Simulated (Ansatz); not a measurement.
GaN:
```xyz
2
Lattice="0.0000 2.1050 2.1050 2.1050 0.0000 2.1050 2.1050 2.1050 0.0000" Properties=species:S:1:pos:R:3 pbc="T T T"
Ga     0.0000     0.0000     0.0000
N      2.1050     2.1050     2.1050
```

Relaxed with HSE06.

### Question
Give the Bader charges and basin volumes of the independent atoms, HSE06 (plane waves, PAW; program Ansatz).

### Answer


```tsv
atom	Bader charge (e)	Bader volume (Å³)
Ga1	+1.78	7.3
N2	-1.78	11.3
```

Space group Fm-3m (rock salt). This is a known high-pressure phase of the composition, computed here at zero pressure and temperature. The cell was relaxed with HSE06 under the symmetry of its start; whether a distortion lowers the energy is not shown.

Potentials: the earlier of the program's two PAW sets.
